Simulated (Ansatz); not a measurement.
The end point of a relaxation of HfSiO4. Calculation: PBEsol (plane waves to 420 eV, PAW, scalar-relativistic; Ansatz, a first-principles code).

```cif
data_Hf2O8Si2
_chemical_formula_sum 'O8 Si2 Hf2'
_space_group_name_H-M_alt 'P 1'
_space_group_IT_number 1
_cell_length_a 5.52816
_cell_length_b 5.52816
_cell_length_c 5.52816
_cell_angle_alpha 106.929
_cell_angle_beta 106.929
_cell_angle_gamma 114.686
loop_
_space_group_symop_operation_xyz
  'x, y, z'
loop_
_atom_site_label
_atom_site_type_symbol
_atom_site_fract_x
_atom_site_fract_y
_atom_site_fract_z
_atom_site_occupancy
O1 O 0.13333 0.31813 0.81521 1
O2 O 0.61667 0.93187 0.68479 1
O3 O 0.24708 0.93187 0.31521 1
O4 O 0.50292 0.31813 0.18479 1
O5 O 0.68187 0.86667 0.18479 1
O6 O 0.06813 0.75292 0.68479 1
O7 O 0.06813 0.38333 0.31521 1
O8 O 0.68187 0.49708 0.81521 1
Si1 Si 0.50000 0.50000 0.00000 1
Si2 Si 0.25000 0.75000 0.50000 1
Hf1 Hf 0.75000 0.25000 0.50000 1
Hf2 Hf 0.00000 0.00000 0.00000 1
```

### Question
Determine the symmetry and give the standard cell with its independent sites.

### Answer
Space group I4₁/amd, origin choice 1 (No. 141); a = b = 6.5821 Å, c = 5.9661 Å, α = β = γ = 90.00°

```csv
atom,site,symmetry,x,y,z
O,16h,.m.,0.3152,0.0000,0.0681
Si,4b,-4m2,0.0000,0.0000,0.5000
Hf,4a,-4m2,0.0000,0.0000,0.0000
```

This is the AFLOW prototype A4BC_tI24_141_h_b_a (as in ZrSiO4).

### Question
Give the shortest distances between elements (the closest pairs, up to four, under 3.6 Å).

### Answer
O–Si 1.63 Å; Hf–O 2.11 Å; O–O 2.43 Å; Hf–Si 2.98 Å.

The volume per atom is 10.77 Å³, the band gap is 5.39 eV, indirect (valence top at Γ, conduction bottom at X) (no spin-orbit coupling) and the smallest direct gap comes out as 5.74 eV at k = (0.1667, 0.1667, 0.1667).

No spin polarisation in the result.

The run could not lose the symmetry of its start; a randomly shaken copy of 12 atoms returns to this structure.

The first start was generated by placing the elements on the sites of a structure type. A measured structure of HfSiO4 has the same space group, I4₁/amd (No. 141); the sites were not compared with it.
